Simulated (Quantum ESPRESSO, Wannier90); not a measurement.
## Tight-binding from DFT: VN (P-6m2)

Materials Project entry mp-1018027; symmetrised, unrelaxed at this level. Not found in the COD (Crystallography Open Database) copy used, which has the formula in other groups; not checked further. Method: PBEsol plane waves in Quantum ESPRESSO 7.5 (PseudoDojo norm-conserving files, 68 Ry, no spin polarisation, no spin-orbit coupling), Bloch states on a 12×12×10 mesh through Γ, Wannier90 4.0.1. Density: 18×18×12 mesh, cold smearing 0.01 Ry. A non-magnetic state is assumed, with no Hubbard U on the 3d ions.

```
begin unit_cell_cart
ang
    2.7339000643    0.0000000000    0.0000000000
   -1.3669500322    2.3676269071    0.0000000000
    0.0000000000    0.0000000000    2.6413500000
end unit_cell_cart
mp_grid = 12 12 10
```

Neighbour vectors b of the finite-difference formula (Å⁻¹), by shell:

```json
[
 {"shell": "1", "b_x": "0.00000", "b_y": "0.22115", "b_z": "0.00000"},
 {"shell": "1", "b_x": "0.19152", "b_y": "0.11058", "b_z": "0.00000"},
 {"shell": "1", "b_x": "0.00000", "b_y": "-0.22115", "b_z": "0.00000"},
 {"shell": "1", "b_x": "0.19152", "b_y": "-0.11058", "b_z": "0.00000"},
 {"shell": "1", "b_x": "-0.19152", "b_y": "-0.11058", "b_z": "0.00000"},
 {"shell": "1", "b_x": "-0.19152", "b_y": "0.11058", "b_z": "0.00000"},
 {"shell": "2", "b_x": "0.00000", "b_y": "0.00000", "b_z": "0.23788"},
 {"shell": "2", "b_x": "0.00000", "b_y": "0.00000", "b_z": "-0.23788"}
]
```

Task: Find the weights w_b from the completeness condition Σ_b w_b b_α b_β = δ_αβ.

Result: Shell 1: Σ b_x² = 0.147, Σ b_y² = 0.147, Σ b_z² = 0.000 Å⁻²
Shell 2: Σ b_x² = 0.000, Σ b_y² = 0.000, Σ b_z² = 0.113 Å⁻²
Each of the three diagonal sums, weighted, has to give 1 and the off-diagonal ones 0, which holds for w_1 = 6.82 Å², w_2 = 8.84 Å². Check on xx: 6.82×0.147 + 8.84×0.000 = 1.00.

On this mesh the 8 functions of bands 6-13 (bands 6-13; start: atomic waves N 2p, V 3d, conv_tol = 1.0e-6) end with spreads 0.7805, 0.7490, 0.7490, 0.8473, 0.8501, 1.0000, 0.9299, 0.9299 Å², Ω_I = 6.5315 Å² and Ω_D = 0.0135 Å².

Ω_total is the sum of the spreads, 6.836 Å². Ω_OD = Ω_total − Ω_I − Ω_D = 0.291 Å². Only (Ω_D + Ω_OD)/Ω_total = 4.5 % depends on the gauge, and another start could lower the total by that share at most. The rms radius is √(Ω_total/8) = 0.92 Å.
